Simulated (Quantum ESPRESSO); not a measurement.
Si₂BPC₄ (made-up cell) (calculated)

Computed with Quantum ESPRESSO 7.5. Calculation on a made-up crystal cell, not a measurement: periodic Kohn-Sham density functional theory in plane waves with PseudoDojo standard norm-conserving scalar-relativistic pseudopotentials, each functional with its own files (v0.5 for PBE, v0.4.1 for LDA and PBEsol), no spin polarisation, no spin-orbit coupling, atoms not relaxed, stress positive in tension, energies less a fixed whole-eV offset for each atom's element; levels are Kohn-Sham levels at fractions of this cell's reciprocal vectors, counted from the reference band (half the neutral cell's valence electrons, rounded up) at Gamma; error bars cover cutoff and k-mesh only, not smearing or the files; each bar is the largest change over components, and at least 0.002 eV, 0.002 eV per angstrom or 0.02 GPa; added strain carries the atoms with the cell, and shear is the tensor component; energies are for the whole cell, and the offsets were chosen from early runs and are not element reference energies.

Common to all runs: lattice type zincblende/diamond; functional pbe; cutoff 1116 eV; fermi dirac smearing 0.025 eV; scf tolerance 1e-07 eV; electrons removed 0; added strain kind shear xy; k mesh 4 x 4 x 4, shifted by half a step.

(1) Si₂BPC₄ (made-up cell)

Unstrained structure:
```cif
# cell vector a (Å): 4.3159 0.0007 0.0010
# cell vector b (Å): 0.0007 4.3110 0.0321
# cell vector c (Å): 0.0010 0.0321 4.3135
data_Si2BPC4
_symmetry_space_group_name_H-M 'P 1'
_symmetry_Int_Tables_number 1
_cell_length_a 4.3159
_cell_length_b 4.3111
_cell_length_c 4.3136
_cell_angle_alpha 89.147
_cell_angle_beta 89.973
_cell_angle_gamma 89.981
_cell_volume 80.25
loop_
_atom_site_label
_atom_site_type_symbol
_atom_site_fract_x
_atom_site_fract_y
_atom_site_fract_z
_atom_site_occupancy
P1 P 0.99773 0.00766 0.00602 1
Si1 Si 0.99846 0.49358 0.49782 1
Si2 Si 0.50453 0.01259 0.49704 1
B1 B 0.51177 0.49250 0.99603 1
C1 C 0.25802 0.24603 0.25484 1
C2 C 0.24318 0.75765 0.74082 1
C3 C 0.74909 0.24786 0.74021 1
C4 C 0.74574 0.75307 0.24316 1
```

| Quantity | Value |
| --- | --- |
| added strain | 0.011 |
| structure shown | before the added strain of 0.011 |
| free energy less offsets | -3.625 eV |
| scf iterations | 12 |
| smearing term minus ts | 0 eV |
| pressure | -10.83 GPa |
| stress xx | 10.12 GPa |
| stress yy | 10.35 GPa |
| stress zz | 12.02 GPa |
| stress yz | 4.915 GPa |
| stress xz | -1.356 GPa |
| stress xy | 5.536 GPa |
| error bar energy | 0.006031 eV |
| error bar stress | 0.06306 GPa |
| error bar force | 0.00207 eV/Å |
| error bars from | tighter rerun of a related cell |

Atoms:
| atoms element | atom site | atom energy offset (eV) |
| --- | --- | --- |
| P | 1 | -189 |
| Si | 2 | -115 |
| Si | 3 | -115 |
| B | 4 | -79 |
| C | 5 | -163 |
| C | 6 | -163 |
| C | 7 | -163 |
| C | 8 | -163 |

Forces:
| site | x (eV/Å) | y (eV/Å) | z (eV/Å) |
| --- | --- | --- | --- |
| 1 | 0.5952 | -1.183 | -0.9874 |
| 2 | 0.5046 | 1.545 | -0.07393 |
| 3 | -0.3191 | -2.373 | 0.6109 |
| 4 | -0.7816 | 0.8331 | -0.2837 |
| 5 | -0.5864 | 1.735 | -3.104 |
| 6 | 0.9636 | -0.8437 | 2.176 |
| 7 | -0.2419 | 1.207 | 3.112 |
| 8 | -0.1344 | -0.9202 | -1.45 |

(2) Si₂BPC₄ (made-up cell)

Structure as in entry 1.

| Quantity | Value |
| --- | --- |
| added strain | 0.0191 |
| structure shown | before the added strain of 0.0191 |
| stress yz | ? |

Atoms:
| atoms element | atom site | atom energy offset (eV) |
| --- | --- | --- |
| P | 1 | -189 |
| Si | 2 | -115 |
| Si | 3 | -115 |
| B | 4 | -79 |
| C | 5 | -163 |
| C | 6 | -163 |
| C | 7 | -163 |
| C | 8 | -163 |

(3) Si₂BPC₄ (made-up cell)

Structure as in entry 1.

| Quantity | Value |
| --- | --- |
| added strain | 0.0215 |
| structure shown | before the added strain of 0.0215 |
| pressure | ? |
| stress yy | ? |

Atoms:
| atoms element | atom site | atom energy offset (eV) |
| --- | --- | --- |
| P | 1 | -189 |
| Si | 2 | -115 |
| Si | 3 | -115 |
| B | 4 | -79 |
| C | 5 | -163 |
| C | 6 | -163 |
| C | 7 | -163 |
| C | 8 | -163 |

Q: Give the missing stress yz for Si₂BPC₄ (made-up cell) (entry 2).
A: 4.947 GPa

Q: Give the table of forces values for Si₂BPC₄ (made-up cell) (entry 2).
A: 
Forces:
| site | x (eV/Å) | y (eV/Å) | z (eV/Å) |
| --- | --- | --- | --- |
| 1 | 0.596 | -1.209 | -0.9272 |
| 2 | 0.4544 | 1.524 | 0.07898 |
| 3 | -0.2259 | -2.381 | 0.821 |
| 4 | -0.8003 | 0.8518 | -0.4085 |
| 5 | -0.6743 | 1.73 | -3.215 |
| 6 | 1.028 | -0.899 | 2.159 |
| 7 | -0.3027 | 1.253 | 3 |
| 8 | -0.07506 | -0.8706 | -1.508 |

Q: Give the missing pressure for Si₂BPC₄ (made-up cell) (entry 3).
A: -10.58 GPa

Q: What stress yy does the calculation give for Si₂BPC₄ (made-up cell) (entry 3)?
A: 10 GPa

Q: Give the table of forces values for Si₂BPC₄ (made-up cell) (entry 3).
A: 
Forces:
| site | x (eV/Å) | y (eV/Å) | z (eV/Å) |
| --- | --- | --- | --- |
| 1 | 0.5946 | -1.217 | -0.9089 |
| 2 | 0.4373 | 1.517 | 0.1253 |
| 3 | -0.1998 | -2.384 | 0.8831 |
| 4 | -0.8059 | 0.8572 | -0.4453 |
| 5 | -0.6999 | 1.729 | -3.25 |
| 6 | 1.048 | -0.9151 | 2.155 |
| 7 | -0.3183 | 1.27 | 2.968 |
| 8 | -0.05616 | -0.8559 | -1.527 |

Further results for Si₂BPC₄ (made-up cell) (entry 2):

| Property | Result |
| --- | --- |
| free energy less offsets | -3.565 eV |
| scf iterations | 12 |
| smearing term minus ts | 0 eV |
| pressure | -10.66 GPa |
| stress xx | 9.884 GPa |
| stress yy | 10.11 GPa |
| stress zz | 11.99 GPa |
| stress xz | -1.353 GPa |
| stress xy | 9.568 GPa |
| error bar energy | 0.006031 eV |
| error bar stress | 0.06306 GPa |
| error bar force | 0.00207 eV/Å |
| error bars from | tighter rerun of a related cell |

Further results for Si₂BPC₄ (made-up cell) (entry 3):

| Item | Value |
| --- | --- |
| free energy less offsets | -3.541 eV |
| scf iterations | 12 |
| smearing term minus ts | 0 eV |
| stress xx | 9.778 GPa |
| stress zz | 11.97 GPa |
| stress yz | 4.953 GPa |
| stress xz | -1.352 GPa |
| stress xy | 10.77 GPa |
| error bar energy | 0.006031 eV |
| error bar stress | 0.06306 GPa |
| error bar force | 0.00207 eV/Å |
| error bars from | tighter rerun of a related cell |
